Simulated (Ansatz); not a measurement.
System: Fe, 1 atom in the cell.

All numbers below come from Ansatz 0.2.0 development build, PBE, plane waves, PAW datasets (generated soft set 1).

Cutoff 420 eV; k-mesh 12×12×12 Γ-centred; Fermi–Dirac smearing of 0.1 eV; no spin polarisation.

```
Fe
1.0
    -1.43300    1.43300    1.43300
     1.43300   -1.43300    1.43300
     1.43300    1.43300   -1.43300
Fe
1
Cartesian
  0.0000 0.0000 0.0000
```

(1) Is the cell under compression or tension, and by how much?

Answers

(1) The pressure is -22.65 GPa, so at these settings the cell is stretched and would shrink.

The stress includes the program's correction for the finite plane-wave basis.

The k-mesh is modest, so these values aren't fully converged in k. Spin polarisation is left out, and a magnetic state may lie lower.
